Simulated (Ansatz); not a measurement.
Values for one crystal, relaxed and computed with DFT-HSE06 in the program Ansatz with PAW potentials; other levels are named.

```yaml
volume_per_atom: 10.37 Å³
electronic_character: metallic (no gap)
Pressure derivative B′: 5.2
Bulk modulus (Birch–Murnaghan fit): 248 GPa
```

Q: Which of these materials gives this?
A) HfSi, rock salt
B) ZrSi, rock salt
C) CoSi, P2_13 (Co on 4a, Si on 4a)
D) CoO, rock salt

A: C, CoSi, P2_13 (Co on 4a, Si on 4a)

The HSE06 relaxation kept the symmetry of its start. The workflow began spin-polarised and lost its moments. The hybrid run found no gap, on a coarse k-mesh.

Potentials: the later of the program's two PAW sets.
